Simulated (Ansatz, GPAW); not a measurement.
This is a calculation of GaGe3 for Ansatz 0.2.0. Atoms were shifted at random by some hundredths of an Å from the given cell, which wasn't relaxed again for these runs. The cell comes from a database or a generator and needn't be the stable form of this composition.

File input.yaml:

```yaml
crystal:
  lattice:
    - [4.278466, 0.0, 0.0]
    - [0.0, 4.278466, 0.0]
    - [0.0, 0.0, 4.278466]
  atoms:
    - { symbol: Ge, position: [0.500601, 0.499368, -0.007984] }
    - { symbol: Ge, position: [0.515089, -0.006883, 0.494661] }
    - { symbol: Ge, position: [0.012448, 0.492653, 0.499967] }
    - { symbol: Ga, position: [0.003679, 0.006519, 0.005903] }
hamiltonian:
  xc: pbesol
  pseudopotentials: { kind: paw }
kpoints:
  mp_grid: { grid: [6, 6, 6] }
scf:
  occupations: { method: fermi_dirac, width: 0.05 }
output:
  forces: true
  stress: true
  eigenvalues: true
  write_density: true
  write_potential: true
  elf: true
  volumetric_format: npy
```

Potentials or basis: Ansatz PAW.

Launch:

```bash
$ ansatz run input.yaml --threads 1 --pin off --max-ram 3584MiB --backend cpu --events-out ev --progress --plain --runs-dir out
```

**Question.** Translate it to GPAW 26.7.0 (ASE script). Potentials or basis there: PAW data sets generated for this functional, cutoff 600 eV.

**Answer.** As run (cutoffs and basis follow the program's own potentials, and thresholds, step limits or extra output files can differ):

The input run.py:

```python
from ase import Atoms
from ase.dft.bandgap import bandgap
from ase.io import write
from ase.units import GPa
from gpaw import GPAW, PW, setup_paths

setup_paths.insert(0, '.')

atoms = Atoms(['Ge', 'Ge', 'Ge', 'Ga'],
              cell=[[4.278466, 0.0, 0.0],
                    [0.0, 4.278466, 0.0],
                    [0.0, 0.0, 4.278466]],
              scaled_positions=[[0.500601, 0.499368, -0.007984],
                                [0.515089, -0.006883, 0.494661],
                                [0.012448, 0.492653, 0.499967],
                                [0.003679, 0.006519, 0.005903]],
              pbc=True)

calc = GPAW(mode=PW(600),
            xc='PBEsol',
            kpts={'size': (6, 6, 6), 'gamma': True},
            occupations={'name': 'fermi-dirac', 'width': 0.05},
            nbands=18,
            convergence={'density': 1e-05, 'energy': 1e-05},
            maxiter=150,
            txt='gpaw.txt')
atoms.calc = calc
energy = atoms.get_potential_energy()
forces = atoms.get_forces()
stress = atoms.get_stress()
calc.write('gs.gpw')
write('result.traj', atoms)
print(f'Energy: {energy:.6f} eV')
print('Forces (eV/A):')
print(forces.round(4))
print('Stress (GPa):', (stress / GPa).round(3))
print('Fermi level:', round(calc.get_fermi_level(), 4), 'eV')
print(f'Gap: {bandgap(calc)[0]:.4f} eV, direct: {bandgap(calc, direct=True)[0]:.4f} eV')
```

Potentials or basis: PAW data sets generated in the run's folder for this functional, pw.

Launch:

```sh
$ gpaw-setup -f PBEsol Ga Ge
$ OMP_NUM_THREADS=1 python run.py
```

Both were run:

|  | Ansatz | GPAW |
| --- | --- | --- |
| Pressure | -3.4 GPa | -3.7 GPa |
| Largest force | 0.110 eV/Å | 0.113 eV/Å |
| Energy over the undisturbed cell | -0.2 meV/atom | -0.1 meV/atom |

Ansatz's pressure holds a Pulay term of +0.03 GPa for its cutoff of 420 eV, which the other run lacks.

The potentials hold 55 and 15 valence electrons a cell.

Ansatz's potentials were made for PBE.

Where Ansatz's input types no cutoff or centring, it takes its own default and a Γ-centred mesh.

The undisturbed cell isn't at this level's minimum, so the move can lower the energy.

Pressure is positive in compression.
